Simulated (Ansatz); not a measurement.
A relaxation computed with Ansatz, from input to last step.

```yaml
crystal:
  lattice:
    - [-1.5166749243, 1.5166749243, 3.3878972336]
    - [1.5166749243, -1.5166749243, 3.3878972336]
    - [1.5166749243, 1.5166749243, -3.3878972336]
  atoms:
    - { symbol: H, position: [0.5, 0.5, 0.0] }
    - { symbol: H, position: [0.25, 0.75, 0.5] }
    - { symbol: H, position: [0.75, 0.25, 0.5] }
    - { symbol: Rh, position: [0.0, 0.0, 0.0] }
basis:
  ecutwfc: 420
kpoints:
  mp_grid: { grid: [8, 8, 8] }
hamiltonian:
  xc: pbe
scf:
  occupations: { method: gaussian, width: 0.1 }
  lower_state_search: "off"
output:
  forces: true
  stress: true
  eigenvalues: true
relax:
  adjacent_minimum: "off"
  f_tol: 0.04
  max_steps: 70
  cell: { stress_tol: 0.4 }
```

```bash
ansatz run input.yaml --threads 1 --pin off --max-ram 2560MiB --backend cpu --events-out ev --progress --plain --runs-dir out
```

Method: DFT PBE, scalar-relativistic, plane waves, PAW (Ansatz).

Of 6 frames 6 are shown, positions in Å and forces in eV/Å; the SCF threshold varies from step to step. Steps run on the plane waves of an earlier cell, with a Pulay correction in the pressure. The basis is chosen afresh for the last frame, the zero of the energies, and at times for earlier ones too; energy and pressure step there, also at an unchanged geometry.

```xyz
4
Lattice="-1.5167 1.5167 3.3879 1.5167 -1.5167 3.3879 1.5167 1.5167 -3.3879" Properties=species:S:1:pos:R:3:forces:R:3 pbc="T T T" step=1 free_energy_over_end_meV_per_atom=248.91 pressure_GPa=-29.94
H     0.0000    0.0000    3.3879    0.0000    0.0000    0.0000
H     1.5167    0.0000    1.6939    0.0000    0.0000    0.0000
H     0.0000    1.5167    1.6939    0.0000    0.0000    0.0000
Rh    0.0000    0.0000    0.0000    0.0000    0.0000    0.0000
4
Lattice="-1.4470 1.4470 3.2218 1.4470 -1.4470 3.2218 1.4470 1.4470 -3.2218" Properties=species:S:1:pos:R:3:forces:R:3 pbc="T T T" step=2 free_energy_over_end_meV_per_atom=76.36 pressure_GPa=-20.81
H     0.0000    0.0000    3.2218    0.0000    0.0000    0.0000
H     1.4470    0.0000    1.6109    0.0000    0.0000    0.0000
H     0.0000    1.4470    1.6109    0.0000    0.0000    0.0000
Rh    0.0000    0.0000    0.0000    0.0000    0.0000    0.0000
4
Lattice="-1.3969 1.3969 3.0567 1.3969 -1.3969 3.0567 1.3969 1.3969 -3.0567" Properties=species:S:1:pos:R:3:forces:R:3 pbc="T T T" step=3 free_energy_over_end_meV_per_atom=5.40 pressure_GPa=-5.06
H     0.0000    0.0000    3.0567    0.0000    0.0000    0.0000
H     1.3969    0.0000    1.5283    0.0000    0.0000    0.0000
H     0.0000    1.3969    1.5283    0.0000    0.0000    0.0000
Rh    0.0000    0.0000    0.0000    0.0000    0.0000    0.0000
4
Lattice="-1.3986 1.3986 2.9121 1.3986 -1.3986 2.9121 1.3986 1.3986 -2.9121" Properties=species:S:1:pos:R:3:forces:R:3 pbc="T T T" step=4 free_energy_over_end_meV_per_atom=-1.60 pressure_GPa=2.36
H     0.0000    0.0000    2.9121    0.0000    0.0000    0.0000
H     1.3986    0.0000    1.4561    0.0000    0.0000    0.0000
H     0.0000    1.3986    1.4561    0.0000    0.0000    0.0000
Rh    0.0000    0.0000    0.0000    0.0000    0.0000    0.0000
4
Lattice="-1.4048 1.4048 2.9235 1.4048 -1.4048 2.9235 1.4048 1.4048 -2.9235" Properties=species:S:1:pos:R:3:forces:R:3 pbc="T T T" step=5 free_energy_over_end_meV_per_atom=-1.99 pressure_GPa=-0.19
H     0.0000    0.0000    2.9235    0.0000    0.0000    0.0000
H     1.4048    0.0000    1.4617    0.0000    0.0000    0.0000
H     0.0000    1.4048    1.4617    0.0000    0.0000    0.0000
Rh    0.0000    0.0000    0.0000    0.0000    0.0000    0.0000
4
Lattice="-1.4048 1.4048 2.9235 1.4048 -1.4048 2.9235 1.4048 1.4048 -2.9235" Properties=species:S:1:pos:R:3:forces:R:3 pbc="T T T" step=6 free_energy_over_end_meV_per_atom=0.00 pressure_GPa=-0.26
H     0.0000    0.0000    2.9235    0.0000    0.0000    0.0000
H     1.4048    0.0000    1.4617    0.0000    0.0000    0.0000
H     0.0000    1.4048    1.4617    0.0000    0.0000    0.0000
Rh    0.0000    0.0000    0.0000    0.0000    0.0000    0.0000
```

The start puts this composition into another compound's structure type, which needn't suit it. At the end the space group is I4/mmm (tolerance 0.05 Å).

The run took 11 s on 1 thread of Arm Neoverse V1, with other jobs on the host, peak memory 0.31 GiB.

The k mesh is coarse.